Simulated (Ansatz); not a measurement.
Here is the system:

ZnCd₃S₄:
```cif
data_Cd3S4Zn
_chemical_formula_sum 'Zn1 Cd3 S4'
_space_group_name_H-M_alt 'P-43m'
_space_group_IT_number 215
_space_group_name_Hall 'P -4 2 3'
_cell_length_a 5.70461
_cell_length_b 5.70461
_cell_length_c 5.70461
_cell_angle_alpha 90.000
_cell_angle_beta 90.000
_cell_angle_gamma 90.000
loop_
_atom_site_label
_atom_site_type_symbol
_atom_site_symmetry_multiplicity
_atom_site_Wyckoff_symbol
_atom_site_fract_x
_atom_site_fract_y
_atom_site_fract_z
_atom_site_occupancy
Zn1 Zn 1 a 0.00000 0.00000 0.00000 1
Cd1 Cd 3 c 0.00000 0.50000 0.50000 1
S1 S 4 e 0.23683 0.23683 0.23683 1
```

This is the PBEsol-relaxed structure.

Problem. All from the program Ansatz at the PBEsol level (PAW), unless another level is named. Predict the hole effective mass, band 2 of 3 at the edge.

Solution. 0.84 along [100], 0.84 along [110], 1.8 along [111] (mₑ).

Problem. What about the electron effective mass with spin–orbit coupling?

Solution. 0.13 mₑ (isotropic).

Problem. Give the gap with spin–orbit coupling.

Solution. 1.19 eV.

Problem. What about the band gap?

Solution. 1.21 eV (direct).

Problem. And the valence-band maximum?

Solution. at Γ.

Problem. And the weight of the conduction-edge state by species (Voronoi cells)?

Solution. Cd 48 %, S 39 %, Zn 13 %.

The first step of the workflow began from a Materials Project structure, measured or hypothetical; the Crystallography Open Database copy checked does not list it. With Zn and Cd taken as one species the cell has the higher symmetry F-43m, so it may be an ordered model of a mixed-site phase. Its standing as an ambient phase is unchecked. The cell was relaxed with PBEsol under the symmetry of its start; of distortions, only those at the zone centre were tested. Spin–orbit coupling is left out wherever it is not named.

Potentials: the later of the program's two PAW sets.
